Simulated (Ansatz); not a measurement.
## Au (omega (AlB2-type)): energy against volume

These are results of DFT, LDA (PW92), plane waves (420 eV) with PAW, scalar-relativistic (Ansatz 0.2.0), not measurements. (PAW data from PBE, frozen cores regenerated.)

The cell is scaled uniformly from the relaxed one, with fractional coordinates and shape fixed. Energies are extrapolated to zero smearing, pressures are those at the given smearing. Magnetic state: spin not included.

A Birch-Murnaghan fit gives V₀ = 16.90 Å³/atom, B₀ = 185 GPa, B₀′ = 5.7.

Problem. What are the energy above the minimum and the pressure at 14.883 Å³/atom?

Solution. 185.0 meV/atom and 33.75 GPa as computed.

Problem. What are the energy above the minimum and the pressure at 15.559 Å³/atom?

Solution. 74.1 meV/atom and 19.40 GPa as computed.

Problem. What are the energy above the minimum and the pressure at 17.589 Å³/atom?

Solution. 14.7 meV/atom and -6.55 GPa as computed.
